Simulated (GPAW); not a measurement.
**HfIn4SiO6 and the effect of the dispersion correction**

```cif
data_structure
_symmetry_space_group_name_H-M 'P 1'
_symmetry_Int_Tables_number 1
_cell_length_a 6.4456
_cell_length_b 6.4456
_cell_length_c 6.4937
_cell_angle_alpha 96.821
_cell_angle_beta 96.821
_cell_angle_gamma 119.845
_cell_volume 227.34
loop_
_atom_site_label
_atom_site_type_symbol
_atom_site_fract_x
_atom_site_fract_y
_atom_site_fract_z
_atom_site_occupancy
Hf1 Hf 0.10178 0.10178 0.00912 1
In1 In 0.79222 0.48204 0.00818 1
In2 In 0.48204 0.79222 0.00818 1
In3 In 0.54472 0.21983 0.48398 1
In4 In 0.21983 0.54472 0.48398 1
Si1 Si 0.85433 0.85433 0.44523 1
O1 O 0.83500 0.58822 0.38104 1
O2 O 0.58822 0.83500 0.38104 1
O3 O 0.02899 0.02899 0.29500 1
O4 O 0.97920 0.97920 0.69555 1
O5 O 0.42852 0.14514 0.07435 1
O6 O 0.14514 0.42852 0.07435 1
```

The cell comes from a database or a generator and needn't be the stable form of this composition.

Kept alike: task single point; functional PBE; k mesh 3 × 3 × 2; occupations fermi-dirac, width 0.05 eV; no spin polarisation. Program: GPAW, GPAW PAW data sets (gpaw-data 1.2.1), cutoff 800 eV. The mesh is that of the run's cell of 12 atoms. No spin-orbit coupling.

| dispersion correction | pressure (GPa) |
| --- | --- |
| D3(zero) | -0.51 |
| D3(BJ) | -1.00 |
| D4 | -0.99 |
| none | 0.59 |

The k mesh is coarse, so the values aren't converged. Pressure is positive in compression; the values hold the error of the finite cutoff, so their zero can differ a little from the energy's minimum.

Question: What does the dispersion correction change here?

Answer: The pressure runs from -1.00 (D3(BJ)) to 0.59 GPa (none). Dispersion terms mostly attract, so at fixed cell they lower the pressure.
